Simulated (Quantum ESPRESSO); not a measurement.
**Kohn-Sham bands of MoSe2 (R3m)**

```
CELL_PARAMETERS angstrom
     -1.66007     2.87533     0.00000
     -3.32014     0.00000     0.00000
     -1.66007     0.95844     6.85979
ATOMIC_POSITIONS crystal
  Mo 0.66676 0.66676 0.99972
  Se 0.41385 0.41385 0.75846
  Se 0.25306 0.25306 0.24081
```

Structure: Materials Project mp-7581, symmetrised, not relaxed again. Not found in the COD (Crystallography Open Database) copy used, which has the formula in other groups; not checked further. Computed values, not measurements, from PBEsol: Quantum ESPRESSO (norm-conserving PseudoDojo potentials, cutoff 69 Ry, spinors with spin-orbit coupling) on a Γ-centred 6×6×6 mesh, then Wannier90. Density: 12×12×12 mesh, cold smearing 0.01 Ry. The cell is built of weakly bound layers, chains or molecules, whose nearest atoms lie 4.04 Å apart. Database cells relaxed without dispersion often hold them too far apart, which can enlarge gaps and weakens couplings between them; spacing and stacking were not compared with the measured crystal.

Q: List the Kohn-Sham levels between −8 and 4.1 eV relative to the valence-band maximum at the high-symmetry points, as a band run of pw.x on that density gives them (levels within 2 meV counted together).

A: 
```csv
point,k (reciprocal lattice),levels (eV)
Γ,0.000 0.000 0.000,"-6.04 (×2), -2.49 (×2), -2.48 (×2), -1.60 (×2), -1.39 (×2), -1.10 (×2), -0.82 (×2), 2.40 (×2), 2.67 (×2), 2.77 (×2), 2.98 (×2)"
T,0.000 0.000 0.500,"-5.37 (×2), -2.90 (×2), -2.48 (×2), -2.46 (×2), -1.58 (×2), -1.38 (×2), 0.00 (×2), 2.46 (×2), 2.69 (×2), 2.72 (×2), 2.91 (×2)"
H_2,-0.320 -0.641 0.180,"-5.38, -5.26, -4.91, -4.77, -4.26, -4.20, -3.73, -3.68, -3.32, -3.15, -2.32, -2.32, -0.39, -0.21, 1.16, 1.18, 2.28, 2.29, 2.78, 2.91, 3.98, 4.05"
H_0,-0.359 -0.680 -0.180,"-5.38, -5.26, -4.91, -4.77, -4.26, -4.20, -3.73, -3.68, -3.32, -3.15, -2.32, -2.32, -0.39, -0.21, 1.16, 1.18, 2.28, 2.29, 2.78, 2.91, 3.98, 4.05"
L,0.000 -0.500 0.000,"-5.99 (×2), -4.98 (×2), -4.21 (×2), -3.10 (×2), -1.95 (×2), -1.07 (×2), -0.90 (×2), 1.59 (×2), 1.95 (×2), 3.44 (×2), 3.65 (×2)"
S_0,-0.340 -0.680 -0.340,"-5.39, -5.27, -4.89, -4.73, -4.31, -4.23, -3.74, -3.68, -3.29, -3.11, -2.35, -2.33, -0.38, -0.20, 1.14, 1.16, 2.28, 2.29, 2.78, 2.91, 3.99"
S_2,-0.340 -0.660 0.000,"-5.39, -5.27, -4.89, -4.73, -4.31, -4.23, -3.74, -3.68, -3.29, -3.11, -2.35, -2.33, -0.38, -0.20, 1.14, 1.16, 2.28, 2.29, 2.78, 2.91, 3.99"
F,-0.500 -0.500 0.000,"-5.91 (×2), -5.09 (×2), -4.01 (×2), -3.06 (×2), -2.32 (×2), -1.05 (×2), -0.90 (×2), 1.57 (×2), 2.05 (×2), 3.04 (×2), 3.91 (×2)"
```
